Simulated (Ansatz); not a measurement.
Given:

ZnS:
```cif
data_S8Zn8
_chemical_formula_sum 'Zn8 S8'
_space_group_name_H-M_alt 'P 1'
_space_group_IT_number 1
_cell_length_a 3.74195
_cell_length_b 3.74195
_cell_length_c 24.51571
_cell_angle_alpha 90.000
_cell_angle_beta 90.000
_cell_angle_gamma 120.000
loop_
_space_group_symop_operation_xyz
  'x, y, z'
loop_
_atom_site_label
_atom_site_type_symbol
_atom_site_fract_x
_atom_site_fract_y
_atom_site_fract_z
_atom_site_occupancy
Zn1 Zn 0.33333 0.66667 0.12508 1
Zn2 Zn 0.00000 0.00000 0.00033 1
Zn3 Zn 0.66667 0.33333 0.62486 1
Zn4 Zn 0.66667 0.33333 0.87530 1
Zn5 Zn 0.00000 0.00000 0.75010 1
Zn6 Zn 0.33333 0.66667 0.37514 1
Zn7 Zn 0.00000 0.00000 0.49989 1
Zn8 Zn 0.66667 0.33333 0.25006 1
S1 S 0.66667 0.33333 0.34380 1
S2 S 0.66667 0.33333 0.96899 1
S3 S 0.33333 0.66667 0.21861 1
S4 S 0.00000 0.00000 0.59342 1
S5 S 0.00000 0.00000 0.09383 1
S6 S 0.00000 0.00000 0.84378 1
S7 S 0.33333 0.66667 0.46863 1
S8 S 0.66667 0.33333 0.71858 1
```

This is the LDA-relaxed structure.

Q: All from DFT-LDA in the program Ansatz with PAW potentials, unless another level is named. Estimate the electron effective mass.

A: 0.16, 0.17, 0.17 mₑ (principal values).

Q: Give the valence-band maximum.

A: at Γ.

Q: What about the weight of the conduction-edge state by species (Voronoi cells)?

A: Zn 57 %, S 43 %.

Space group P3m1. The workflow started from a Materials Project entry (that database holds measured and hypothetical structures alike); the Crystallography Open Database files this formula in space group No. 156, but the cells were not matched. It is not the phase usual at ambient conditions (space group No. 186, 216). The cell was relaxed with LDA under the symmetry of its start; phonons on a q-mesh show no instability.

Potentials: the later of the program's two PAW sets.

Edges and masses are those of Kohn–Sham bands, whose gap is no quasiparticle gap.
